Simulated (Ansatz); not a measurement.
# How far is PAW off for Li2Pd?

```xyz
3
Lattice="4.2267 0.0000 0.0000 -2.1134 3.6604 0.0000 0.0000 0.0000 2.7865" Properties=species:S:1:pos:R:3 pbc="T T T"
Li    0.0000    2.4403    1.3933
Li    2.1134    1.2201    1.3933
Pd    0.0000    0.0000    0.0000
```

Atoms are numbered in the order listed.

The geometry is COD entry 1523156, unchecked; take it as a test cell. The listed cell was then made from it by scaling, straining or moving an atom.

Spin polarisation is left out, and whether a magnetic state lies lower isn't shown here.

Methods: DFT, LDA, PAW with Ansatz's default frozen-core files, scalar-relativistic (Ansatz 0.2.0); DFT, LDA, all-electron LAPW, scalar-relativistic (Ansatz 0.2.0).

For PAW: a Γ-centred 11×11×15 k mesh, Fermi–Dirac smearing of 0.08 eV, cutoff 420 eV, no spin polarisation; the PAW files were made with PBE, and the program remakes their frozen cores for this functional. LAPW targets a basis error of 0.5 meV/atom. The Ansatz runs share mesh, smearing and spin set-up. Plane-wave (PAW) pressures include the program's estimate of the Pulay term.

Stress and pressure are positive in compression.

PAW results:

```json
{"quantity": "pressure (GPa)", "PAW": "-5.98"}
{"quantity": "stress xx (GPa)", "PAW": "-4.20"}
{"quantity": "stress zz (GPa)", "PAW": "-9.54"}
```

(1) What does LAPW (all electrons) give for the same quantities?

Results:

(1) 
```csv
quantity,LAPW
pressure (GPa),-5.98
stress xx (GPa),-4.19
stress zz (GPa),-9.55
```
